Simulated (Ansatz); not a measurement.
## Stability checks on a candidate for Hf3TiO8

The structure comes from a generated guess, relaxed at this level; another structure or a mixture of phases may lie lower.

The calculation used DFT PBE, scalar-relativistic, plane waves, PAW (Ansatz 0.2.0). The final run on the 12-atom cell used 420 eV, a Γ-centred 6×6×4 mesh, 0.02 eV smearing and no spin polarisation.

```yaml
crystal:
  lattice:
    - [3.40493, -3.41050, 0.00000]
    - [3.40493, 3.41050, 0.00000]
    - [0.00000, 0.00000, 6.34958]
  atoms:
    - { symbol: Hf, position: [0.50000, 0.50000, 0.00000] }
    - { symbol: Hf, position: [0.00000, 0.00000, 0.25458] }
    - { symbol: Hf, position: [0.00000, 0.00000, 0.74542] }
    - { symbol: Ti, position: [0.50000, 0.50000, 0.50000] }
    - { symbol: O, position: [0.30947, 0.69053, 0.26191] }
    - { symbol: O, position: [0.30947, 0.69053, 0.73809] }
    - { symbol: O, position: [0.80548, 0.80548, 0.00000] }
    - { symbol: O, position: [0.79580, 0.79580, 0.50000] }
    - { symbol: O, position: [0.19452, 0.19452, 0.00000] }
    - { symbol: O, position: [0.20420, 0.20420, 0.50000] }
    - { symbol: O, position: [0.69053, 0.30947, 0.26191] }
    - { symbol: O, position: [0.69053, 0.30947, 0.73809] }
```

The zero of energy is the elements' standard structures at the same level (O₂ as a molecule); no fitted shifts are applied.

Problem. These tests were run: energy against the elements; phonons on a 2×2×1 q mesh. What do they show?

Solution.

```tsv
test	result
energy against the elements	−3.312 eV/atom
phonons on a 2×2×1 q mesh	no imaginary mode on the mesh, but the interpolation dips to 98i cm⁻¹ between its points
```

It fails none of these tests outright. Other phases of the system weren't compared here, so this isn't yet thermodynamic stability. Undecided within the accuracy: phonons on a 2×2×1 q mesh.

Spin–orbit coupling, which can matter for Hf, is left out. The run for the phonons used a 6×6×4 k mesh.
